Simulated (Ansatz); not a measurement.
La$_{2}$InGe$_{2}$:
```
La2InGe2
1.0
    7.70995     0.00000     0.00000
    0.00000     7.70995     0.00000
    0.00000     0.00000     4.45363
La In Ge
4 2 4
Direct
  0.31913   0.81913   0.50000
  0.68087   0.18087   0.50000
  0.18087   0.31913   0.50000
  0.81913   0.68087   0.50000
  0.00000   0.00000   0.00000
  0.50000   0.50000   0.00000
  0.38451   0.11549   0.00000
  0.61549   0.88451   0.00000
  0.88451   0.38451   0.00000
  0.11549   0.61549   0.00000
```

Relaxed with r²SCAN. Special points in fractions of this cell's reciprocal vectors: Γ (0.000, 0.000, 0.000); X (0.000, 0.500, 0.000); M (0.500, 0.500, 0.000); Z (0.000, 0.000, 0.500); R (0.000, 0.500, 0.500); A (0.500, 0.500, 0.500).

Task: List the band energies nearest the Fermi level at these points for DFT-r²SCAN in the program Ansatz with PAW potentials.

Result: In eV from the Fermi level; about four levels below and three above (degenerate sets whole), none deeper than 8.9 eV; points with the same levels are listed once.

```json
[
 {"k": "Γ", "below": "-0.52 -0.29 -0.23 -0.23", "above": "1.08 1.09 1.23 1.23"},
 {"k": "X", "below": "-0.78 -0.78 -0.39 -0.39", "above": "0.95 0.95 1.27 1.27"},
 {"k": "M", "below": "-1.10 -1.10 -0.19 -0.19", "above": "1.19 1.19 1.29 1.29"},
 {"k": "Z", "below": "-1.76 -1.76 -1.33 -0.87 -0.53", "above": "0.07 0.82 0.82"},
 {"k": "R", "below": "-1.74 -1.74 -1.17 -1.17", "above": "0.03 0.03 1.36 1.36 1.36 1.36"},
 {"k": "A", "below": "-1.66 -1.66 -0.29 -0.29", "above": "1.49 1.49 1.68 1.68"}
]
```

Space group P4/mbm. The workflow started from a Materials Project entry (that database holds measured and hypothetical structures alike); the Crystallography Open Database copy checked does not list it. Whether it is the stable phase at ambient conditions was not checked. The r²SCAN relaxation kept the symmetry of its start; its stability against distortions is not shown here. Spin–orbit coupling is left out wherever it is not named.

Potentials: the earlier of the program's two PAW sets.
